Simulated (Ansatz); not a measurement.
The relaxed structure here is a generated cell of ZnSnN2: the first start was made by placing the elements on the sites of a structure type, and the end was not matched to a known phase here, so it may be hypothetical.

One starting cell of ZnSnN2 (a generated trial cell of ZnSnN2 in the AFLOW prototype ABC2_tP4_123_d_a_f (as in CaCuO2)) was relaxed twice with Ansatz (plane waves, PAW, scalar-relativistic): with r2SCAN at 500 eV and with PBE at 420 eV. The r2SCAN result:

```xyz
4
Lattice="4.0942 0.0000 0.0000 0.0000 4.0942 0.0000 0.0000 0.0000 3.1274" Properties=species:S:1:pos:R:3 pbc="T T T"
Zn     2.0471     2.0471     1.5637
Sn     0.0000     0.0000     0.0000
N      0.0000     2.0471     0.0000
N      2.0471     0.0000     0.0000
```

```tsv
quantity	r2SCAN	PBE
space group	P4/mmm	P4/mmm
volume (Å³/atom)	13.11	13.57
a (Å)	4.094	4.153
c (Å)	3.127	3.146
gap (eV, no spin-orbit coupling)	0.00	0.00
highest phonon at the sampled q (cm⁻¹)	780	705
softest mode (cm⁻¹)	510i	490i
```

Both levels end in the same structure; PBE's volume is 3.5 % larger. Neither column is exact.

No spin polarisation in the result.

The run could not lose the symmetry of its start: the end is stationary, and may be a saddle point rather than a minimum.

All atoms sit on sites fixed by symmetry, so only the cell could relax.

Ansatz is a first-principles code.
